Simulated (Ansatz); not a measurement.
Values for one crystal, relaxed and computed with DFT-PBE in the program Ansatz with PAW potentials; other levels are named.

| Property | Result |
|---|---|
| Volume per atom | 26.45 Å³ |
| Band gap | 0.44 eV (direct) |
| Hill bulk and shear moduli | 59.6 and 31.3 GPa |
| HSE06 gap on the PBE cell | 1.20 eV |
| Gap with spin–orbit coupling | 0.42 eV |
| Conduction-band minimum | at Γ |
| Hole effective mass, band 1 of 3 at the edge | 0.46 along [100], 2.7 along [110], 1.0 along [111] (mₑ) |

Problem. Which of these materials gives this?
A) InP, zinc blende
B) AlAs, zinc blende
C) GaP, zinc blende
D) GaAs, zinc blende

Solution. A, InP, zinc blende

Space group F-43m (zinc blende). The PBE relaxation kept the symmetry of its start; of distortions, only those at the zone centre were tested. Scalar-relativistic: spin–orbit coupling is off unless named, which matters more the heavier the elements.

Potentials: the later of the program's two PAW sets.
